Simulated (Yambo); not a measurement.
How GW settings move the gap: LiCl

G0W0@LDA for LiCl (rock salt, space group Fm-3m, No. 225) in Yambo. Reference settings: 6×6×6 Γ-centred k mesh, bands 2 to 71 and a 10 Ry block in the screening, 71 bands in G with the Bruneval-Gonze terminator, plasmon pole fitted at 27.2 eV. The LDA gap Γ → L on this mesh is 6.49 eV; G0W0 gaps are taken between the same points.

| change from the reference | G0W0 gap Γ → L (eV) | shift of the valence edge (eV) | rough Yambo cost |
|---|---|---|---|
| reference settings | 9.61 | -1.91 | 1 |
| 24 bands in W, 24 bands in G | 9.60 | -1.68 | about 1/3 |
| 24 bands in G | 9.65 | -1.90 | – |
| 43 bands in G | 9.62 | -1.91 | – |
| 30 bands in W | 9.58 | -1.75 | within a factor of two |
| 4 Ry block | 9.43 | -1.71 | within a factor of two |
| 8 Ry block | 9.55 | -1.83 | within a factor of two |
| pole fitted at 15 eV | 9.58 | -1.83 | – |
| no random integration | 9.54 | -1.73 | – |
| 4×4×4 mesh | 9.61 | -1.89 | about 1/5 |
| 24 bands in G, no terminator | 9.44 | -1.42 | – |
| 43 bands in G, no terminator | 9.50 | -1.67 | – |
| no terminator | 9.55 | -1.81 | – |

The reference isn't shown to be the converged limit. Costs are rough (shared machines), scaled to the same edge states, and given only for runs that recompute the screening.

Geometry relaxed with LDA; primitive cell a = 3.510 Å, b = 3.510 Å, c = 3.510 Å, α = 60.00°, β = 60.00°, γ = 60.00°.

A shift is the quasiparticle energy of the state minus its LDA energy.
